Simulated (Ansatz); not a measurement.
## Property card for K₂Te₂Pd

K2Te2Pd:
```
CELL_PARAMETERS angstrom
     -1.99546     3.88065     5.12636
      1.99546    -3.88065     5.12636
      1.99546     3.88065    -5.12636
ATOMIC_POSITIONS crystal
  K  0.29744 0.79744 0.50000
  K  0.70256 0.20256 0.50000
  Te 0.77762 0.50000 0.27762
  Te 0.22238 0.50000 0.72238
  Pd 0.00000 0.00000 0.00000
```

Space group Immm (No. 71); conventional cell a = 3.9909 Å, b = 7.7613 Å, c = 10.2527 Å, α = β = γ = 90.00°.

Method: PBEsol in the plane-wave PAW code Ansatz. The cell and atoms are relaxed at this level. Other levels are named where they apply.

### Cell and energy

```
Quantity                                                      Result
-----------------------------------------------------  -------------
Volume per atom                                             31.76 Å³
Density                                                   4.60 g/cm³
Formation energy from the elements (no fitted shifts)  -785 meV/atom
```

### Electronic structure

```
Quantity                                                                                                                                        Value
----------------------------------------  -----------------------------------------------------------------------------------------------------------
Band gap                                                                                                                           0.34 eV (indirect)
Valence-band maximum                      on the Σ0–Γ line, 95 % of the way from Σ0 (k = -0.016, 0.016, 0.016 in fractions of the reciprocal vectors)
Conduction-band minimum                                  off the standard path, at k = (-0.117, 0.117, -0.378) in fractions of the reciprocal vectors
Smallest direct gap on the standard path                                                                                                      1.11 eV
Electron effective mass                                                                                         0.24, 0.27, 3.2 mₑ (principal values)
Hole effective mass                                                                                              0.16, 6.5, 6.5 mₑ (principal values)
```

### Mechanics

```
Property                              Result
----------------------------------  --------
Bulk modulus (Birch–Murnaghan fit)  23.4 GPa
Pressure derivative B′                   5.1
```

### Charges

```
Item                                   Value
-------------  -----------------------------
Bader charges  K +0.76, Te -0.59, Pd -0.34 e
```

The workflow started from a Materials Project entry (that database holds measured and hypothetical structures alike); the Crystallography Open Database copy checked does not list it. Its standing as an ambient phase is unchecked. Symmetry was held in the PBEsol relaxation; whether a distortion lowers the energy is not shown. The run is not spin-polarised. The references are the lowest solids computed at this level, not always the standard phases. Scalar-relativistic: spin–orbit coupling is off unless named, which matters more the heavier the elements.

Potentials: the later of the program's two PAW sets.
